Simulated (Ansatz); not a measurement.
Relaxed-ion elastic tensor of SrTiO3 (cubic perovskite, Pm-3m) in GPa (Voigt order), LDA in the plane-wave PAW code Ansatz; density 5.32 g/cm³, 11.45 Å³ per atom.

```
384  111  111  0.0  0.0  0.0
111  384  111  0.0  0.0  0.0
111  111  384  0.0  0.0  0.0
0.0  0.0  0.0  119  0.0  0.0
0.0  0.0  0.0  0.0  119  0.0
0.0  0.0  0.0  0.0  0.0  119
```

Task: Is the crystal mechanically stable?

Result: Yes: the smallest eigenvalue of C is 119 GPa.

Task: Work out the Voigt, Reuss and Hill averages.

Result: K_V = 202, K_R = 202, K_H = 202; G_V = 126, G_R = 125, G_H = 126 GPa.

Task: Give Young's modulus, Poisson's ratio, Pugh's ratio and the universal anisotropy index.

Result: E = 9KG/(3K + G) = 312 GPa; ν = 0.24; K/G = 1.61 (brittle by the Pugh limit of 1.75); A_U = 5G_V/G_R + K_V/K_R − 6 = 0.02.

Task: Estimate the sound speeds and the Debye temperature.

Result: v_l = √((K + 4G/3)/ρ) = 8330 m/s, v_t = √(G/ρ) = 4860 m/s, mean 5390 m/s; Θ = (h/k)(3n/4πV)^(1/3) v_m = 712 K.

Task: Give the Zener ratio and Young's modulus along [100], [110] and [111].

Result: A = 2C44/(C11 − C12) = 0.87; 1/E = S11 − 2(S11 − S12 − S44/2)Γ with Γ = 0, 1/4, 1/3 gives 334, 307, 299 GPa.

Task: Solve the Christoffel equation for the three sound speeds along [100], [110], [111].

Result: Eigenvalues of C_ijkl n_j n_l equal ρv². In km/s, slowest first: [100] 4.73, 4.73, 8.49; [110] 4.73, 5.06, 8.30; [111] 4.95, 4.95, 8.23.

The cell was relaxed with LDA under the symmetry of its start. At this level the phase is dynamically unstable (imaginary phonons). No spin polarisation was allowed.

Potentials: the later of the program's two PAW sets.
